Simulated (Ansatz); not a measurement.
Relaxed-ion elastic tensor of AgW (CsCl type, Pm-3m) in GPa (Voigt order), PBEsol (plane waves, PAW; program Ansatz); density 15.12 g/cm³, 16.02 Å³ per atom.

|  | 1 | 2 | 3 | 4 | 5 | 6 |
|---|---|---|---|---|---|---|
| 1 | 78.2 | 298 | 298 | 0.0 | 0.0 | 0.0 |
| 2 | 298 | 78.2 | 298 | 0.0 | 0.0 | 0.0 |
| 3 | 298 | 298 | 78.2 | 0.0 | 0.0 | 0.0 |
| 4 | 0.0 | 0.0 | 0.0 | 146 | 0.0 | 0.0 |
| 5 | 0.0 | 0.0 | 0.0 | 0.0 | 146 | 0.0 |
| 6 | 0.0 | 0.0 | 0.0 | 0.0 | 0.0 | 146 |

Task: Is the crystal mechanically stable?

Result: No: the smallest eigenvalue of C is -220 GPa.

The start of the workflow was typed in or built on a structure type; neither database checked (COD, Materials Project) lists it. Its standing as an ambient phase is unchecked. The cell was relaxed with PBEsol under the symmetry of its start. At this level the phase is mechanically unstable. The run is not spin-polarised. Its formation energy is positive at this level, so the cell may be metastable or incomplete. As this level gives no gap, shear constants depend on the k-mesh and smearing (Fermi–Dirac, 0.1 eV here). Scalar-relativistic: spin–orbit coupling is off unless named, which matters more the heavier the elements.

Potentials: the earlier of the program's two PAW sets. The files were generated under PBE; for other functionals the program regenerates the frozen cores, and for LDA and PBEsol the local potential too.
